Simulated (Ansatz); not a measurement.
A geometry of Hf away from equilibrium: the start of the relaxation of a generated cell, Hf placed in the AFLOW prototype A_aP4_2_aci. Calculation: PBEsol (plane waves to 420 eV, PAW, scalar-relativistic; Ansatz, an electronic-structure program). Γ-centred k-mesh 11×9×4 on the run's cell (coarser than for final values), Fermi–Dirac smearing 0.05 eV.

```xyz
4
Lattice="3.0638 0.0000 0.0000 0.3067 3.6147 0.0000 0.1334 0.6005 8.1074" Properties=species:S:1:pos:R:3 pbc="T T T"
Hf     0.0000     0.0000     0.0000
Hf     0.0667     0.3003     4.0537
Hf     1.5366     2.2231     2.0998
Hf     1.9673     1.9921     6.0076
```

Task: Give the Cartesian forces on all atoms (eV/Å).

Result: 
```csv
atom,Fx,Fy,Fz
Hf1,0.00,0.00,0.00
Hf2,0.00,0.00,0.00
Hf3,1.02,-1.17,-0.21
Hf4,-1.02,1.17,0.21
```

Task: What is the pressure?

Result: -2.9 GPa, compression positive.

No spin polarisation in the result.

The run could not lose the symmetry of its start, so the end can be a saddle point.

The end of the path is a generated cell of Hf: the first start was made by placing the elements on the sites of a structure type, and the end was not matched to a known phase here, so it may be hypothetical. Known forms of Hf include space group No. 194.
